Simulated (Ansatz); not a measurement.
An Ansatz (a first-principles code) run. Input:

Ansatz 0.2 input:
```yaml
crystal:
  lattice:
    - [2.9978885976, 0.0, 0.0]
    - [0.0, 2.9978885976, 0.0]
    - [0.0, 0.0, 2.9978885976]
  atoms:
    - { symbol: Ga, position: [0.0, 0.0, 0.0] }
    - { symbol: Ir, position: [0.5, 0.5, 0.5] }
kpoints:
  mp_grid: { grid: [14, 14, 14] }
hamiltonian:
  xc: lda
  pseudopotentials: { kind: paw }
scf:
  occupations: { method: fermi_dirac, width: 0.1 }
phonons:
  method: dfpt
  response_accuracy: low
  eigenvectors: true
  rigid_motions: translations
```

Output (shortened):

```
Pseudopotential: Ga, paw, valence charge 13
Pseudopotential: Ir, paw, valence charge 17
Functional definition: SPW92
Crystal: 2 atoms, lattice volume = 26.943 Å³
Basis set: ecut = 420 eV, 515 PW (Γ), exchange–correlation on 48×48×48 points (8 copies of the dense FFT grid, shifted against one another)
Bands: 19, of which v1, the nominal top of the filled ones, is band 15 counted from 1 (14 counted from 0)
Symmetry: 48 space group operations
k-points: 288 of 2744 (irreducible under 8 space group operations, time reversal used)
SCF iter   1: F=—  HF=-15371.190617 eV  |F-HF|=—  |Δ(HF+E_count)|=         —  Δρ=9.63e-3  dr2=1.48e-2  ethr=1.77e-3  ⟨swp⟩=4.7  Hψ=22345  notcnv=0
preconditioner: auto → none
SCF iter   2: F=—  HF=-15371.188581 eV  |F-HF|=—  |Δ(HF+E_count)|=   2.04e-3  Δρ=5.39e-3  dr2=7.34e-3  ethr=4.94e-5  ⟨swp⟩=2.0  Hψ=10395  notcnv=0
SCF iter   3: F=—  HF=-15371.187153 eV  |F-HF|=—  |Δ(HF+E_count)|=   1.43e-3  Δρ=2.33e-3  dr2=6.35e-4  ethr=2.45e-5  ⟨swp⟩=2.0  Hψ=8459  notcnv=0
SCF iter   4: F=—  HF=-15371.186606 eV  |F-HF|=—  |Δ(HF+E_count)|=   5.47e-4  Δρ=2.71e-4  dr2=6.12e-6  ethr=2.12e-6  ⟨swp⟩=2.0  Hψ=7729  notcnv=0
SCF iter   5: F=—  HF=-15371.186610 eV  |F-HF|=—  |Δ(HF+E_count)|=   3.86e-6  Δρ=3.74e-5  dr2=1.49e-7  ethr=2.04e-8  ⟨swp⟩=2.5  Hψ=8800  notcnv=0
SCF iter   6: F=—  HF=-15371.186609 eV  |F-HF|=—  |Δ(HF+E_count)|=   7.50e-7  Δρ=4.21e-6  dr2=2.37e-9  ethr=4.97e-10  ⟨swp⟩=2.1  Hψ=9408  notcnv=0
SCF iter   7: F=—  HF=-15371.186609 eV  |F-HF|=—  |Δ(HF+E_count)|=  5.71e-10  Δρ=5.84e-7  dr2=3.81e-11  ethr=7.91e-12  ⟨swp⟩=2.7  Hψ=9871  notcnv=0
SCF iter   8: F=-15371.186609 eV  HF=-15371.186609 eV  |F-HF|=0.00e0  |Δ(HF+E_count)|=  3.27e-11  Δρ=3.27e-8  dr2=8.54e-14  ethr=1.00e-12  ⟨swp⟩=5.0  Hψ=23210  notcnv=0
the search or the solves at the SCF's close seem to have found levels that the self-consistency loop had missed (the run counts 2) …
SCF 1 converged in 8 iterations: F = -15371.186609 eV  dr2 = 8.54e-14
DFPT response loops at Γ: preconditioner auto → Kerker (q_TF=auto, 2.778 Å⁻¹) (partly filled bands, converged f_vac=0.000) …
SCF converged after 8 iterations
Free energy (F): -15371.186609 eV
Harris-Foulkes:  -15371.186609 eV  (|F-HF|=0.00e0)
Internal energy: -15371.164354 eV  (E = F + TS)
E sigma→0 (E₀):  -15371.175482 eV
Entropy (-TS):   -0.022256 eV (-11.128 meV/atom)
Fermi energy:    20.894613 eV
--- Per-component energies (eV) ---
  E_band       = -66.831351
  E_kinetic    = 746.089036
  E_local      = -2595.923339  (includes V_loc(G=0)·N_el)
  E_nonlocal   = 508.848420
  E_hartree    = 1145.957259
  E_xc         = -337.359235
  E_vxc        = -361.344414  (∫ρ·V_xc dr)
  E_paw        = -10868.767567  (= ΣΔE_a)
  E_vpaw       = -656.415516  (= ΣTr[D̂ρ^β])
  E_aug_tail   = -0.000068  (compensation charges beyond the density's cutoff)
  E_ewald      = -3972.148942
  E_core_change = 2.140082  (= ΣΔE_core)
  E_smearing   = -0.022256  (= −TS)
  E_closure    = 0.000000  (closes the sum)
  Σ components = -15371.186609   (vs F -15371.186609, Δ=0.00e0)
  [band-id]    e_kinetic+e_local+e_nonlocal+2·e_hartree+e_vxc+e_vpaw+e_augmentation_tail = -66.831363   (vs E_band -66.831351, Δ=-1.11e-5)
--- Band table (eV; the first three rows and the last of 288) ---
  k-point 0: bands = ["-71.7215", "-28.5175", "-28.5175", "-28.5175", "5.1625", "5.1625", "5.4314", "5.4314", "5.4314", "7.7952", "15.6091", "15.6091", "19.4404", "19.4404", "19.4404", "24.6842", "24.6842", "24.6842", "30.2904"]
  k-point 1: bands = ["-71.7213", "-28.5254", "-28.5169", "-28.5169", "5.1661", "5.1754", "5.4288", "5.4288", "5.4330", "7.8996", "15.6241", "15.6387", "19.2650", "19.2650", "19.4426", "24.1097", "24.9611", "24.9611", "30.7359"]
  k-point 2: bands = ["-71.7205", "-28.5474", "-28.5151", "-28.5151", "5.1760", "5.2111", "5.4218", "5.4218", "5.4376", "8.2096", "15.6667", "15.6872", "18.8389", "18.8389", "19.4488", "22.9313", "25.6929", "25.6929", "31.3869"]
  k-point 287: bands = ["-71.7053", "-28.6413", "-28.6413", "-28.6413", "5.2762", "5.2762", "5.2762", "5.5991", "5.5991", "14.0697", "14.0697", "14.0697", "19.0797", "20.8391", "20.8391", "24.4575", "24.4575", "24.4575", "27.3100"]
--- Phonons (Γ-DFPT): 2 representative perturbations + reference, on 288 of 2744 k-points (Σ response iterations 6) ---
  ASR residual: 8.313e-4 → 0.000e0 eV/Å²; symmetrization residual: 7.213e-5 eV/Å²
  ASR residual per site (eV/Å²): 1.38e-4 8.31e-4
  Γ frequencies (cm⁻¹): 0.00 0.00 0.00 180.85 180.85 180.85
  non-analytic LO–TO correction: not included (Born effective charges unavailable; polar crystals: no LO–TO splitting at Γ)
```

Cost: around 40 core-seconds (rough) on shared cores.

Space group Pm-3m (CsCl type). The workflow started from a Materials Project entry (that database holds measured and hypothetical structures alike); the Crystallography Open Database files this formula in space group No. 221, but the cells were not matched. Whether it is the stable phase at ambient conditions was not checked. The cell was relaxed with LDA under the symmetry of its start; of distortions, only those at the zone centre were tested. No spin polarisation was allowed. As this level gives no gap, phonon frequencies hold no LO–TO term and depend on the k-mesh and smearing (Fermi–Dirac, 0.1 eV here). Scalar-relativistic: spin–orbit coupling is off unless named, which matters more the heavier the elements.

Potentials: the later of the program's two PAW sets.

Ansatz is a plane-wave DFT program.
